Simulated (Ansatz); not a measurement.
## One input, then a changed one: Cd (hcp type)

First run: DFT, LDA, PAW with Ansatz's default frozen-core files, scalar-relativistic (Ansatz 0.2.0).

Command: `ansatz run input.yaml --threads 1 --pin off --max-ram 2048MiB --backend cpu --events-out ev --progress --plain --runs-dir out` It took 3 s on 1 thread of Intel(R) Xeon(R) 6975P-C (Granite Rapids) (shared host), peak memory 0.4 GiB.

```yaml
crystal:
  lattice:
    - [2.8920488916, 0.0, 0.0]
    - [-1.4460244458, 2.5045878091, 0.0]
    - [0.0, 0.0, 5.2190752554]
  atoms:
    - { symbol: Cd, position: [0.3333333333, 0.6666666667, 0.25] }
    - { symbol: Cd, position: [0.6666666667, 0.3333333333, 0.75] }
kpoints:
  mp_grid: { grid: [16, 16, 9] }
scf:
  occupations: { method: fermi_dirac, width: 0.1 }
hamiltonian:
  xc: lda
  pseudopotentials: { kind: paw }
output:
  forces: true
  stress: true
  eigenvalues: true
  populations: true
```

The base cell comes from a relaxation on PAW files under the same functional.

This run: volume at 0.95 of the series' base cell.

It converges in 6 SCF iterations at a pressure of 4.07 GPa, cutoff 420 eV.

The input is then changed:

```diff
 kpoints:
-  mp_grid: { grid: [16, 16, 9] }
+  mp_grid: { grid: [24, 24, 14] }
 scf:
```

**Question.** What does the second run give?

**Answer.** It converges in 6 SCF iterations at a pressure of 4.16 GPa, cutoff 420 eV, free energy +4.2 meV/atom against the first run's.
